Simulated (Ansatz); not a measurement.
LaF in space group P6_3/mmc (No. 194; La on 2c, F on 2d) under volume change, LDA (plane waves, PAW; program Ansatz), shape and atoms relaxed at each volume.

| V (Å³/atom) | E − E(relaxed) (meV/atom) | P (GPa) |
|---|---|---|
| 18.475 | 49.5 | 9.54 |
| 19.084 | 20.7 | 5.77 |
| 19.693 | 4.8 | 2.63 |
| 20.302 | 0.0 | 0.00 |
| 20.911 | 4.3 | -2.19 |
| 21.520 | 16.2 | -4.02 |
| 22.129 | 34.3 | -5.45 |

### Question
What does a third-order Birch–Murnaghan fit give for V₀, B₀ and B′?

### Answer
V₀ = 20.30 Å³/atom, B₀ = 79.4 GPa, B′ = 5.2.

The workflow started from a Materials Project entry (that database holds measured and hypothetical structures alike); the Crystallography Open Database copy checked does not list it. Whether it is the stable phase at ambient conditions was not checked. The LDA relaxation kept the symmetry of its start; whether a distortion lowers the energy is not shown. Scalar-relativistic: spin–orbit coupling is off unless named, which matters more the heavier the elements.

Potentials: the later of the program's two PAW sets.
